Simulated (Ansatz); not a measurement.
GaN (zinc blende)

```
CELL_PARAMETERS angstrom
      0.00000     4.54850     4.54850
      2.27425     2.27425     4.54850
      2.27425     2.27425     0.00000
ATOMIC_POSITIONS crystal
  N  0.00000 0.75000 0.75000
  N  0.50000 0.75000 0.75000
  Ga 0.00000 0.00000 0.00000
  Ga 0.50000 0.00000 0.00000
```

The atoms are displaced by Q × the pattern below (from a DFPT mode at X = (0.5, 0.5, 0.0), largest move 1; Q in Å), at fixed cell. (q is in reciprocal vectors of the primitive cell; the cell shown is doubled to hold the pattern.)

```csv
atom,x,y,z
Ga3,0.000,0.000,-1.000
Ga4,0.000,0.000,1.000
```

Atoms not listed stay in place.

The numbers are results of PBE (plane waves to 420 eV, PAW, scalar-relativistic; Ansatz, a program for electronic structure), not measurements. k mesh 12×12×12 (Γ-centred), Fermi-Dirac smearing 0.05 eV. Energies are smeared free energies. GaN was relaxed with its symmetry unable to fall. The zero of ΔE is the undisplaced structure.

```tsv
Q (Å)	ΔE (eV/cell)
-0.100	0.2802
-0.067	0.1249
-0.033	0.0313
0.000	0.0000
0.033	0.0313
0.067	0.1249
0.100	0.2802
```

Question: Which DFPT wavenumber at X = (0.5, 0.5, 0.0) belongs to this mode?
(A) 185 cm⁻¹
(B) 648 cm⁻¹
(C) 331 cm⁻¹
(D) 577 cm⁻¹

Answer: C, 331 cm⁻¹. The curvature of the scan gives 331 cm⁻¹

(For displaced atoms, the force is minus the slope of the energy, and its curvature is a force constant, which sets phonon frequencies.)
